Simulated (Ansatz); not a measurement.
The relaxed structure here is a generated cell of ZrN: the first start was made by placing the elements on the sites of a structure type, and the end was not matched to a known phase here, so it may be hypothetical. Known forms of ZrN include space group No. 225.

One stationary structure of ZrN. Method: PBE (plane waves to 420 eV, PAW, scalar-relativistic; Ansatz, an electronic-structure program).

```
CELL_PARAMETERS angstrom
      4.78914     2.76501     1.01141
     -4.78914     2.76501     1.01141
      0.00000    -5.53003     1.01141
ATOMIC_POSITIONS crystal
  Zr 0.00774 0.00774 0.68953
  Zr 0.00774 0.68953 0.00774
  Zr 0.68953 0.00774 0.00774
  N  0.29485 0.29485 0.59208
  N  0.29485 0.59208 0.29485
  N  0.59208 0.29485 0.29485
```

### Question
Find the space group and the Wyckoff positions (tolerance 0.01 Å).

### Answer
Space group R3m, hexagonal axes (No. 160); a = 9.5783 Å, b = 9.5783 Å, c = 3.0342 Å, α = 90.00°, β = 90.00°, γ = 120.00°

| atom | site | symmetry | x | y | z |
|---|---|---|---|---|---|
| Zr | 9b | .m | 0.4545 | 0.2273 | 0.2350 |
| N | 9b | .m | 0.1981 | 0.0991 | 0.3939 |

This is the AFLOW prototype AB_hR6_160_b_b (B13, as in NiS).

### Question
Give the shortest distances between elements (the closest pairs, up to four, under 3.6 Å).

### Answer
N–Zr 2.18 Å; N–N 2.85 Å; Zr–Zr 3.03 Å.

```yaml
volume_per_atom: 13.39 Å³
band_gap: no gap (metallic)
```

No spin polarisation in the result. The relaxed primitive cell holds an odd number of electrons. A magnetic state may lie lower.

The run could not lose the symmetry of its start, so the end can be a saddle point.
